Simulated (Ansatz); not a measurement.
GaN (zinc blende, F-43m), DFT-LDA in the program Ansatz with PAW potentials: ε∞ = 5.77, cell volume 22.11 Å³. Infrared-active transverse modes:

```tsv
ω_TO (cm⁻¹)	oscillator strength S_xx (e²/amu)
552.8	0.5947
```

Q: Compute the static dielectric constant.

A: Each mode adds (4.921e7/V) S/ω²: 4.33. So ε0 = 10.1.

Q: What LO frequency does the Lyddane–Sachs–Teller relation give?

A: ω_LO = ω_TO √(ε0/ε∞) = 731 cm⁻¹.

The LDA relaxation kept the symmetry of its start; phonons on a q-mesh show no instability. Spin–orbit coupling is left out wherever it is not named.

Potentials: the later of the program's two PAW sets.
